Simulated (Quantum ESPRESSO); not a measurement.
Parts of the isotropic shielding in MgO, by PBE GIPAW (a modified build of Quantum ESPRESSO, JTH PAW datasets), 22.5 Ha, k-mesh 6×6×6 shifted:

```
CELL_PARAMETERS angstrom
      0.00000     2.10655     2.10655
      2.10655     0.00000     2.10655
      2.10655     2.10655     0.00000
ATOMIC_POSITIONS crystal
  Mg 0.00000 0.00000 0.00000
  O  0.50000 0.50000 0.50000
```
The cell was made here from an entry of the Crystallography Open Database (unchecked): atoms relaxed with PBE in the measured cell (PBE without dispersion, pw.x of Quantum ESPRESSO, symmetry kept).  Stability against distortions was not tested.

The core term is that of the free atom's frozen core; the paramagnetic column sums the reconstruction terms. These are absolute shieldings with no macroscopic susceptibility term; δ = σ_ref − σ needs a reference computed alike. By our sweeps, such settings leave a few ppm in absolute σ. No d partial waves on Mg: the paramagnetic term there is incompletely reconstructed.

| site | core | bare (smooth current) | diamagnetic correction | paramagnetic corrections | σ_iso (ppm) |
|---|---|---|---|---|---|
| Mg (atom 1) | 412.8 | 20.6 | 250.4 | … | … |
| O (atom 2) | 271.1 | 53.4 | 26.4 | … | … |

### Question
What belongs in the gaps?

### Answer

- Mg (atom 1), paramagnetic corrections: -160.0
- Mg (atom 1), σ_iso (ppm): 523.7
- O (atom 2), paramagnetic corrections: -162.3
- O (atom 2), σ_iso (ppm): 188.6
